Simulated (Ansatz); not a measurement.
A distorted cell of Cd (hcp, Mg type):

```
Cd
1.0
    2.96202     0.00000     0.00000
   -1.48101     2.56519     0.00000
    0.00000     0.00000     5.79795
Cd
2
Direct
  0.33333   0.66667   0.75000
  0.38802   0.12935   0.18618
```

Computed with r2SCAN (plane waves to 500 eV, PAW, scalar-relativistic; Ansatz, an electronic-structure program). k mesh 14×14×7 (Γ-centred), Fermi-Dirac smearing 0.05 eV. Energies are smeared free energies. Stress and pressure are positive under compression. With partly filled bands, energies and forces of such displacements shift with the k mesh and the smearing. On this mesh the relaxed cell isn't quite at rest: it carries a pressure of 0.2 GPa (compression positive) at the zero of the scan. Cd was relaxed with its symmetry unable to fall.

**Question.** Predict the force on every atom, in eV/Å.

**Answer.** 
```
atom      Fx      Fy      Fz
----  ------  ------  ------
Cd1    0.051  -0.167  -0.845
Cd2   -0.051   0.167   0.845
```

**Question.** Give the stress tensor in GPa and the pressure.

**Answer.** 
```
    3.0      0.5     -0.4
    0.5      2.5      1.3
   -0.4      1.3      4.1
```
The pressure, a third of the trace, is 3.2 GPa.

**Question.** In it atom 2 sits (-0.523, -0.523, -0.370) Å away from its relaxed site. What is its energy relative to the relaxed cell?

**Answer.** 180 meV/cell.

(A displaced cell: forces are minus the slopes of the energy, force constants its curvatures, and phonons follow from these.)
